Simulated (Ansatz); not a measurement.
SnTe (rock salt, space group No. 225) at seven volumes, the program Ansatz at the PBE level (PAW), scaled uniformly. One row is withheld.

| V (Å³/atom) | P (GPa) |
|---|---|
| 29.951 | 4.72 |
| 30.938 | 2.86 |
| 31.926 | ? |
| 32.913 | 0.06 |
| 33.901 | -1.07 |
| 34.888 | -2.04 |
| 35.875 | -2.86 |

### Question
Fit the shown pressures and predict the withheld one.

### Answer
P = (3/2)B₀(x^(7/2) − x^(5/2))[1 + (3/4)(B′ − 4)(x − 1)] with x = (V₀/V)^(2/3). Least squares on the six rows gives V₀ = 32.947 Å³/atom, B₀ = 40.2 GPa, B′ = 4.28. At V = 31.926, x = 1.0212 and P = 1.35 GPa. The run itself gave 1.29 GPa.

Space group Fm-3m (rock salt). The PBE relaxation kept the symmetry of its start. Scalar-relativistic: spin–orbit coupling is off unless named, which matters more the heavier the elements.

Potentials: the later of the program's two PAW sets.
